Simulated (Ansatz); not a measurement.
Here is the system:

W$_{3}$N$_{4}$:
```cif
data_N4W3
_chemical_formula_sum 'N4 W3'
_space_group_name_H-M_alt 'Pm-3m'
_space_group_IT_number 221
_space_group_name_Hall '-P 4 2 3'
_cell_length_a 4.21530
_cell_length_b 4.21530
_cell_length_c 4.21530
_cell_angle_alpha 90.000
_cell_angle_beta 90.000
_cell_angle_gamma 90.000
loop_
_atom_site_label
_atom_site_type_symbol
_atom_site_symmetry_multiplicity
_atom_site_Wyckoff_symbol
_atom_site_fract_x
_atom_site_fract_y
_atom_site_fract_z
_atom_site_occupancy
N1 N 1 b 0.50000 0.50000 0.50000 1
N2 N 3 d 0.00000 0.00000 0.50000 1
W1 W 3 c 0.00000 0.50000 0.50000 1
```

This is the PBE-relaxed structure.

Problem. All from the program Ansatz at the PBE level (PAW), unless another level is named. Give the electronic character.

Solution. metallic (no gap).

Problem. Give the density of states at the Fermi level.

Solution. 0.42 states/eV per atom (mean over ±0.08 eV).

Problem. Give the formation energy from the elements (no fitted shifts).

Solution. -0.038 eV/atom.

Problem. Give the gap with spin–orbit coupling.

Solution. none (metallic).

The workflow started from an entry of the Crystallography Open Database (COD). Whether it is the stable phase at ambient conditions was not checked. The PBE relaxation kept the symmetry of its start; its stability against distortions is not shown here. No spin polarisation was allowed. The references are the lowest solids computed at this level, not always the standard phases (solids in place of the gases). Scalar-relativistic: spin–orbit coupling is off unless named, which matters more the heavier the elements.

Potentials: the later of the program's two PAW sets.
